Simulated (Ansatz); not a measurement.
MgF2:
Space group Pa-3 (No. 205); a = b = c = 4.935 Å, α = β = γ = 90.00°

```tsv
atom	site	symmetry	x	y	z
Mg	4a	.-3.	0.0000	0.0000	0.0000
F	8c	.3.	0.3410	0.3410	0.3410
```

Relaxed with r²SCAN. DFT-r²SCAN in the program Ansatz with PAW potentials gives a gap of 8.03 eV.

Question: What gap does HSE06 give on the same cell (Ansatz, PAW)?

Answer: 9.39 eV, 1.36 eV more. The hybrid was solved on a coarser mesh and at special points; the gap given is the minimum over both.

```csv
k,v1 r²SCAN,c1 r²SCAN,v1 HSE06,c1 HSE06
Γ,0.00,8.03,0.00,9.39
R,-0.50,13.08,(withheld),(withheld)
M,-0.28,11.96,(withheld),(withheld)
X,-0.07,10.34,(withheld),(withheld)
```

Question: Top valence (v1) and lowest conduction level (c1) in eV from each method's valence maximum (which need not be a listed point): supply the withheld HSE06 values.

Answer: 
- X, v1 HSE06: -0.08
- X, c1 HSE06: 11.74
- M, v1 HSE06: -0.29
- M, c1 HSE06: 13.38
- R, v1 HSE06: -0.53
- R, c1 HSE06: 14.53

Cost on shared cores: the r²SCAN run (SCF on a 6×6×6 mesh, then bands and DOS) very roughly 70 core-seconds, the HSE06 run (SCF on 4×4×4, then a few points) roughly 2.9 core-minutes; the tasks are unlike.

The workflow started from a Materials Project entry (that database holds measured and hypothetical structures alike); the Crystallography Open Database copy checked does not list it. It is not the phase usual at ambient conditions (space group No. 136). The r²SCAN relaxation kept the symmetry of its start; whether a distortion lowers the energy is not shown.

Potentials: the later of the program's two PAW sets.
